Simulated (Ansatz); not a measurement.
C:
```cif
data_C32
_chemical_formula_sum 'C32'
_space_group_name_H-M_alt 'Fd-3m :1'
_space_group_IT_number 227
_space_group_name_Hall 'F 4d 2 3 -1d'
_cell_length_a 7.48978
_cell_length_b 7.48978
_cell_length_c 7.48978
_cell_angle_alpha 90.000
_cell_angle_beta 90.000
_cell_angle_gamma 90.000
loop_
_atom_site_label
_atom_site_type_symbol
_atom_site_symmetry_multiplicity
_atom_site_Wyckoff_symbol
_atom_site_fract_x
_atom_site_fract_y
_atom_site_fract_z
_atom_site_occupancy
C1 C 32 e 0.07055 0.07055 0.07055 1
```
(The calculation used a cell of 8 atoms; values per cell refer to that cell.)

Relaxed with PBEsol.

Task: Which orbitals make up the states near the band edges in plane-wave PAW PBEsol (Ansatz code)?

Result: Top 1 eV of the valence band: C 2p 97 %. Bottom 1 eV of the conduction band: C 2p 71 %, C 2s 11 %, outside the projected shells 18 %. Projections are on Löwdin-orthogonalised atomic valence shells; empty p or d shells of many metals are not among them.

Task: Tabulate the density of states.

Result: States/eV per cell of 8 atoms, in 0.25 eV bins, energy from the valence-band maximum.

```
E (eV)  total  C 2p  C 2s
------  -----  ----  ----
-7.85    4.15  3.90  0.20
-7.60    4.77  4.55  0.17
-7.35    4.69  4.53  0.11
-7.10    2.97  2.87  0.07
-6.85    1.83  1.78  0.04
-6.60    1.17  1.13  0.03
-6.35    0.69  0.67  0.01
-6.10    0.26  0.26  0.00
-5.85    0.00  0.00  0.00
-5.60    0.23  0.23  0.00
-5.35    0.76  0.75  0.01
-5.10    1.37  1.35  0.02
-4.85    2.41  2.36  0.04
-4.60    3.33  3.27  0.05
-4.35    3.09  3.02  0.06
-4.10    2.15  2.08  0.05
-3.85    1.35  1.29  0.05
-3.60    1.31  1.26  0.04
-3.35    0.90  0.87  0.03
-3.10    1.23  1.20  0.03
-2.85    1.28  1.25  0.03
-2.60    1.96  1.88  0.07
-2.35    2.20  2.12  0.07
-2.10    2.34  2.25  0.07
-1.85    2.21  2.13  0.06
-1.60    1.38  1.33  0.04
-1.35    0.91  0.88  0.03
-1.10    0.64  0.62  0.02
-0.85    0.45  0.43  0.01
-0.60    0.29  0.28  0.01
-0.35    0.17  0.17  0.00
-0.10    0.03  0.03  0.00
0.15     0.00  0.00  0.00
0.40     0.00  0.00  0.00
0.65     0.00  0.00  0.00
0.90     0.00  0.00  0.00
1.15     0.00  0.00  0.00
1.40     0.00  0.00  0.00
1.65     0.00  0.00  0.00
1.90     0.00  0.00  0.00
2.15     0.02  0.02  0.00
2.40     1.47  1.38  0.02
2.65     2.94  2.04  0.22
2.90     3.98  2.76  0.45
3.15     5.09  3.43  0.80
3.40     3.58  2.24  0.64
3.65     2.71  1.73  0.50
3.90     3.64  2.16  0.77
4.15     3.73  2.01  0.81
4.40     2.64  1.34  0.51
4.65     2.40  0.96  0.55
4.90     3.78  1.20  1.01
5.15     4.19  1.80  1.08
5.40     4.13  1.58  1.17
5.65     2.87  0.83  1.01
5.90     3.25  0.97  1.20
6.15     2.28  0.82  0.72
6.40     3.75  1.47  0.88
6.65     3.73  1.22  0.85
6.90     4.57  1.82  1.02
7.15     2.42  0.81  0.53
```

The start of the workflow was typed in or built on a structure type. Its sites differ from those of the usual phase in this space group: another stacking or structure type. Symmetry was held in the PBEsol relaxation; its stability against distortions is not shown here.

Potentials: the later of the program's two PAW sets.
